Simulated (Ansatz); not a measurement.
Given:

Ta3Sb:
```
CELL_PARAMETERS angstrom
      5.26971     0.00000     0.00000
      0.00000     5.26971     0.00000
      0.00000     0.00000     5.26971
ATOMIC_POSITIONS crystal
  Ta 0.25000 0.00000 0.50000
  Ta 0.75000 0.00000 0.50000
  Ta 0.50000 0.75000 0.00000
  Ta 0.50000 0.25000 0.00000
  Ta 0.00000 0.50000 0.75000
  Ta 0.00000 0.50000 0.25000
  Sb 0.00000 0.00000 0.00000
  Sb 0.50000 0.50000 0.50000
```

This is the r²SCAN-relaxed structure.

Question: All from DFT-r²SCAN in the program Ansatz with PAW potentials, unless another level is named. Estimate the electronic character.

Answer: metallic (no gap).

Question: Predict the density of states at the Fermi level.

Answer: 0.24 states/eV per atom (mean over ±0.08 eV).

Question: Predict the formation energy from the elements (no fitted shifts).

Answer: -0.16 eV/atom.

Space group Pm-3n (A15 (Cr3Si type)). The first step of the workflow began from a Materials Project structure, measured or hypothetical; the Crystallography Open Database files this formula in space group No. 223, but the cells were not matched. Whether it is the stable phase at ambient conditions was not checked. The cell was relaxed with r²SCAN under the symmetry of its start; whether a distortion lowers the energy is not shown. No spin polarisation was allowed. The references are the lowest solids computed at this level, not always the standard phases. Scalar-relativistic: spin–orbit coupling is off unless named, which matters more the heavier the elements.

Potentials: the later of the program's two PAW sets.
